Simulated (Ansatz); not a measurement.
LiZn (space group Fd-3m)

```
CELL_PARAMETERS angstrom
      0.00000     3.02773     3.02773
      3.02773     0.00000     3.02773
      3.02773     3.02773     0.00000
ATOMIC_POSITIONS crystal
  Li 0.75000 0.75000 0.75000
  Li 0.50000 0.50000 0.50000
  Zn 0.25000 0.25000 0.25000
  Zn 0.00000 0.00000 0.00000
```

The slice is a {110} plane (indices of the conventional cell) through the point (0.750, 0.750, 0.750) (fractional), spanned by u = [100] and v = [1 -1 -1] in vectors of this cell: u (4.28 Å) and v (6.06 Å, at 90° to u). It covers one period; positions are fractions (u, v).

Calculation: PBEsol (plane waves to 420 eV, PAW, scalar-relativistic; Ansatz, a quantum-chemistry and plane-wave program). k mesh 13×13×13. These are valence fields of a PAW run, semicore shells included where kept as valence: close to a nucleus they are smooth pseudo fields. LiZn was relaxed with its symmetry unable to fall.

Three fields on this plane, each scaled to ten steps between its own extremes (0 low, 9 high; the total valence density on a logarithmic scale, the potential cut 8 eV below its top; x marks points blanked near nuclei; v = 0 in the bottom row):

Map A
```
|xxxx2887777882xxx|
|xxxx6754444576xxx|
|xxx475xxxxxx574xx|
|125864xxxxxx46852|
|78985xxxxxxxx5898|
|99995xxxxxxxx5999|
|67895xxxxxxxx6987|
|445774xxxxxx47754|
|xxx576xxxxxx675xx|
|xxxx5864444685xxx|
|xxxx4798778974xxx|
|xxxx4799999974xxx|
|xxxx4798888974xxx|
|xxxx5873113785xxx|
|xxx576xxxxxx774xx|
|445772xxxxxx27754|
|67886xxxxxxxx6887|
|99984xxxxxxxx4899|
|78873xxxxxxxx3788|
|113430xxxxxx03431|
|xxx022xxxxxx220xx|
|xxxx1442112441xxx|
|xxxx0578778750xxx|
|xxxx1799999971xxx|
```

Map B
```
|xxxx2345555432xxx|
|xxxx3468998643xxx|
|xxx246xxxxxx642xx|
|112369xxxxxx96321|
|22347xxxxxxxx7432|
|33457xxxxxxxx7543|
|55567xxxxxxxx7655|
|998779xxxxxx97789|
|xxx988xxxxxx889xx|
|xxxx8778998778xxx|
|xxxx9765555679xxx|
|xxxx9644334469xxx|
|xxxx8532222358xxx|
|xxxx7431111347xxx|
|xxx853xxxxxx358xx|
|987542xxxxxx24578|
|55432xxxxxxxx2345|
|33321xxxxxxxx1233|
|22110xxxxxxxx0112|
|110000xxxxxx00001|
|xxx000xxxxxx000xx|
|xxxx0001111000xxx|
|xxxx0112222110xxx|
|xxxx1223333221xxx|
```

Map C
```
|xxxx6888778886xxx|
|xxxx6764114676xxx|
|xxx665xxxxxx566xx|
|667860xxxxxx06876|
|99985xxxxxxxx5899|
|99985xxxxxxxx5899|
|78885xxxxxxxx5888|
|025650xxxxxx06652|
|xxx355xxxxxx553xx|
|xxxx4664114664xxx|
|xxxx2788778872xxx|
|xxxx0799999970xxx|
|xxxx1799999971xxx|
|xxxx4787667874xxx|
|xxx367xxxxxx763xx|
|025675xxxxxx57652|
|78887xxxxxxxx7888|
|99997xxxxxxxx7999|
|99997xxxxxxxx7999|
|667875xxxxxx57876|
|xxx677xxxxxx776xx|
|xxxx7887667887xxx|
|xxxx6899999986xxx|
|xxxx6899999986xxx|
```

Question: Assign the maps to these fields: electron localisation function (ELF); valence electron density; electrostatic potential energy of an electron, from the cell's mean.

Answer: A is the electron localisation function (ELF); B is the valence electron density; C is the electrostatic potential energy of an electron, from the cell's mean.
